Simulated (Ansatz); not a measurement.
# Data sheet: BiB (DFT)

BiB:
```cif
data_B4Bi4
_chemical_formula_sum 'Bi4 B4'
_space_group_name_H-M_alt 'Fm-3m'
_space_group_IT_number 225
_space_group_name_Hall '-F 4 2 3'
_cell_length_a 5.27684
_cell_length_b 5.27684
_cell_length_c 5.27684
_cell_angle_alpha 90.000
_cell_angle_beta 90.000
_cell_angle_gamma 90.000
loop_
_atom_site_label
_atom_site_type_symbol
_atom_site_symmetry_multiplicity
_atom_site_Wyckoff_symbol
_atom_site_fract_x
_atom_site_fract_y
_atom_site_fract_z
_atom_site_occupancy
Bi1 Bi 4 a 0.00000 0.00000 0.00000 1
B1 B 4 b 0.50000 0.50000 0.50000 1
```
(The calculation used a cell of 2 atoms; values per cell refer to that cell.)

Space group Fm-3m (No. 225), rock salt; conventional cell a = 5.2768 Å, b = 5.2768 Å, c = 5.2768 Å, α = 90.00°, β = 90.00°, γ = 90.00°.

Method: PBE (plane waves, PAW; program Ansatz). The cell and atoms are relaxed at this level. Other levels are named where they apply.

Cell and energy:

* **Volume per atom**: 18.37 Å³
* **Density**: 9.94 g/cm³
* **Formation energy from the elements (no fitted shifts)**: 1.20 eV/atom

Electronic structure:

- Electronic character: metallic (no gap)
- Density of states at the Fermi level: 0.50 states/eV per atom (mean over ±0.08 eV)
- Gap with spin–orbit coupling: none (metallic)

Mechanics:

* **Bulk modulus (Birch–Murnaghan fit)**: 817 kbar
* **Pressure derivative B′**: 4.3
* **Elastic constants (relaxed ions, GPa)**: C11 = 156, C12 = 43.7, C44 = 37.2
* **Mechanical stability**: stable (all eigenvalues of C positive)
* **Hill bulk and shear moduli**: 81.2 and 43.9 GPa
* **Young's modulus**: 112 GPa
* **Poisson's ratio**: 0.27
* **Debye temperature from the elastic constants**: 264 K

Phonons:

- Highest zone-centre frequency: 203 cm⁻¹
- Zone-centre stability: no imaginary mode at Γ
- Dynamical stability on the path: stable (no imaginary branch)
- Zero-point energy: 30.4 meV/atom
- Vibrational entropy at 300 K: 37.4 J/(K·mol of atoms)

Charges:

* **Bader charges**: Bi +0.61, B -0.61 e

A made-up cell: these elements were put on the sites of a structure type; neither database checked (COD, Materials Project) lists it. Whether it is the stable phase at ambient conditions was not checked. The cell was relaxed with PBE under the symmetry of its start. As this level gives no gap, shear constants depend on the k-mesh and smearing (Fermi–Dirac, 0.1 eV here). As this level gives no gap, phonon frequencies hold no LO–TO term and depend on the k-mesh and smearing (Fermi–Dirac, 0.1 eV here). The references are the lowest solids computed at this level, not always the standard phases. Spin–orbit coupling is left out wherever it is not named.

Potentials: the later of the program's two PAW sets.
